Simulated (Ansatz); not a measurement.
Sc$_{3}$Al (Cu3Au type, Pm-3m) at seven volumes, DFT-LDA in the program Ansatz with PAW potentials, scaled uniformly. One row is withheld.

| V (Å³/atom) | P (GPa) |
|---|---|
| 18.266 | ? |
| 18.868 | 4.99 |
| 19.470 | 2.32 |
| 20.073 | 0.00 |
| 20.675 | -2.03 |
| 21.277 | -3.80 |
| 21.879 | -5.35 |

Question: Fit the shown pressures and predict the withheld one.

Answer: Third-order Birch–Murnaghan: P = (3/2)B₀(x^(7/2) − x^(5/2))[1 + (3/4)(B′ − 4)(x − 1)] with x = (V₀/V)^(2/3). Least squares on the six rows gives V₀ = 20.072 Å³/atom, B₀ = 72.30 GPa, B′ = 3.53. At V = 18.266, x = 1.0649 and P = 8.04 GPa. The run itself gave 8.04 GPa.

The first step of the workflow began from a Materials Project structure, measured or hypothetical; the Crystallography Open Database copy checked does not list it. Whether it is the stable phase at ambient conditions was not checked. The cell was relaxed with LDA under the symmetry of its start; whether a distortion lowers the energy is not shown. The run is not spin-polarised.

Potentials: the later of the program's two PAW sets.
